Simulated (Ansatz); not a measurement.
CaZrN2:
```xyz
16
Lattice="6.5431 0.0000 0.0000 0.0000 8.0056 0.0000 0.0000 0.0000 4.8095" Properties=species:S:1:pos:R:3 pbc="T T T"
Ca     0.5093     4.9587     4.5578
Ca     6.0338     3.0468     2.1531
Ca     3.7809     7.0496     4.5578
Ca     2.7622     0.9560     2.1531
Zr     0.4643     1.0189     4.6375
Zr     6.0788     6.9867     2.2327
Zr     3.7359     2.9839     4.6375
Zr     2.8072     5.0217     2.2327
N      0.4160     0.8542     1.9732
N      6.1271     7.1513     4.3779
N      3.6876     3.1486     1.9732
N      2.8555     4.8570     4.3779
N      0.6951     5.2225     2.1057
N      5.8481     2.7831     4.5105
N      3.9666     6.7859     2.1057
N      2.5765     1.2197     4.5105
```

Relaxed with r²SCAN.

### Question
Give the Bader charges and basin volumes of the independent atoms, r²SCAN in the plane-wave PAW code Ansatz.

### Answer


```json
[
 {"atom": "Ca1", "Bader charge (e)": "+1.45", "Bader volume (Å³)": "12.6"},
 {"atom": "Zr5", "Bader charge (e)": "+2.25", "Bader volume (Å³)": "12.7"},
 {"atom": "N9", "Bader charge (e)": "-1.83", "Bader volume (Å³)": "18.5"},
 {"atom": "N13", "Bader charge (e)": "-1.87", "Bader volume (Å³)": "19.2"}
]
```

Space group Pna2_1. The start of the workflow was typed in or built on a structure type; neither database checked (COD, Materials Project) lists it. Its standing as an ambient phase is unchecked. The r²SCAN relaxation kept the symmetry of its start; whether a distortion lowers the energy is not shown. The run is not spin-polarised.

Potentials: the earlier of the program's two PAW sets. The files were generated under PBE; for other functionals the program regenerates the frozen cores, and for LDA and PBEsol the local potential too.
